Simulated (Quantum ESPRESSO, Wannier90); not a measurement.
**Tight-binding from DFT: BaTiO3 (Amm2)**

```
begin unit_cell_cart
ang
    3.9833300000    0.0000000000    0.0000000000
    0.0000000000    2.8625950000    2.8753400000
    0.0000000000   -2.8625950000    2.8753400000
end unit_cell_cart
begin atoms_frac
Ba   0.0000000000  0.0034100000  0.0034100000
Ti   0.5000000000 -0.4815000000 -0.4815000000
O    0.5000000000 -0.0215700000  0.4913500000
O    0.5000000000  0.4913500000 -0.0215700000
O    0.0000000000  0.4882000000  0.4882000000
end atoms_frac
```

Materials Project entry mp-5777; symmetrised, unrelaxed at this level. COD (Crystallography Open Database) has the formula in 5 space groups, this one among them (matched by group alone). Computed values, not measurements, from LDA: Quantum ESPRESSO (norm-conserving PseudoDojo potentials, cutoff 68 Ry, no spin polarisation, no spin-orbit coupling) on a Γ-centred 4×4×4 mesh, then Wannier90. Density: 8×8×8 mesh, cold smearing 0.01 Ry. Spin-orbit coupling is left out although heavy elements are present.

Functional, cutoff and mesh named above are those of the base row (1); the first column says what each row takes instead. Model: 14 functions from bands 12-38, start hydrogen-like Ti: d; O: p, disentangled but not localised (num_iter = 0), frozen window tied to the conduction edge or Fermi level of each row, as listed, which moves Ω_I and hoppings a little by itself. Energies are relative to the valence-band maximum; the misfit is to pw.x on a path, for states up to 3.1 eV relative to the valence-band maximum. The lattice is scaled uniformly, fractional positions fixed. The disentangled Ω_I can sit in another minimum from row to row.

```
scale  frozen to (eV)  Ω_I (Å²)  rms misfit (meV)  gap (eV)  bottom of band 12 (eV)  on-site O3 pz minus Ti2 dz2 (eV)  hopping modulus O5 px – Ti2 dx2-y2, R = 0 1 1 (eV)  hopping modulus O4 py – O3 py, R = 0 1 -1 (eV)  hopping modulus Ti2 dx2-y2 – Ti2 dx2-y2, R = 1 0 0 (eV)
-----  --------------  --------  ----------------  --------  ----------------------  --------------------------------  --------------------------------------------------  ----------------------------------------------  -------------------------------------------------------
0.96             3.91     14.47               4.4      2.41                   -4.60                             -4.52                                               2.213                                           0.556                                                    0.126
0.98             3.77     14.12               3.3      2.27                   -4.49                             -4.27                                               2.055                                           0.548                                                    0.109
1                3.63     13.77               2.6      2.13                   -4.38                             -4.03                                               1.909                                           0.538                                                    0.093
1.02             3.49     13.53               2.1      1.99                   -4.26                             -3.79                                               1.775                                           0.525                                                    0.079
1.04             3.35     13.34               1.9      1.86                   -4.13                             -3.56                                               1.651                                           0.510                                                    0.067
```
